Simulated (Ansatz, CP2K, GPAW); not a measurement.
## HfMo: 3 runs at one level of theory

```
Hf Mo
1.0
     2.98429    0.00000    0.00000
    -1.11255    2.76916    0.00000
     0.00000    0.00000    4.44701
Hf Mo
1 1
Direct
  0.00000 0.00000 0.00000
  0.50000 0.50000 0.50000
```

The cell comes from a database or a generator and needn't be the stable form of this composition.

Alike in all runs: task single point; functional PBE; k mesh 10 × 10 × 6; occupations gaussian, width 0.05 eV; no spin polarisation; no spin-orbit coupling. Pressure is positive in compression and, in plane waves, holds the error of the finite cutoff.

```
                                                       program and potentials  plane-wave cutoff (eV)         notes  band gap (eV)  pressure (GPa)
                               Ansatz, all-electron LAPW, scalar-relativistic                       -             -         no gap            0.14
CP2K, POTENTIAL_UZH Hf GTH-PBE-q12, Mo GTH-PBE-q14; TZVP-MOLOPT-PBE-GTH basis                       -  atomic basis         no gap            0.13
                                   GPAW, GPAW PAW data sets (gpaw-data 1.2.1)                     600             -         no gap            0.46
```

None finds a gap. The pressure spans 0.13 (CP2K, POTENTIAL_UZH Hf GTH-PBE-q12, Mo GTH-PBE-q14; TZVP-MOLOPT-PBE-GTH basis) to 0.46 GPa (GPAW, GPAW PAW data sets (gpaw-data 1.2.1)), with all-electron results at 0.14. Rows in atomic bases carry the error of their basis and grid, which can be large.

Differences between rows come from potentials, basis sets and numerical settings, since the functional is the same but for its coding. Runs on potential files found faulty are left out.
